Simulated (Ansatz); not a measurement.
Consider the following.

HfN:
```cif
data_HfN
_chemical_formula_sum 'N1 Hf1'
_space_group_name_H-M_alt 'P 1'
_space_group_IT_number 1
_cell_length_a 3.18317
_cell_length_b 3.18317
_cell_length_c 3.18317
_cell_angle_alpha 60.000
_cell_angle_beta 60.000
_cell_angle_gamma 60.000
loop_
_space_group_symop_operation_xyz
  'x, y, z'
loop_
_atom_site_label
_atom_site_type_symbol
_atom_site_fract_x
_atom_site_fract_y
_atom_site_fract_z
_atom_site_occupancy
N1 N 0.00000 0.00000 0.00000 1
Hf1 Hf 0.50000 0.50000 0.50000 1
```

This is the PBEsol-relaxed structure.

Question: All from DFT-PBEsol in the program Ansatz with PAW potentials, unless another level is named. Give the electronic character.

Answer: metallic (no gap).

Question: Next, the density of states at the Fermi level?

Answer: 0.30 states/eV per atom (mean over ±0.08 eV).

Question: Give the gap with spin–orbit coupling.

Answer: none (metallic).

Space group Fm-3m (rock salt). The PBEsol relaxation kept the symmetry of its start. No spin polarisation was allowed. With an odd number of electrons in the cell and no spin polarisation, the count alone makes it a metal. Scalar-relativistic: spin–orbit coupling is off unless named, which matters more the heavier the elements.

Potentials: the later of the program's two PAW sets.
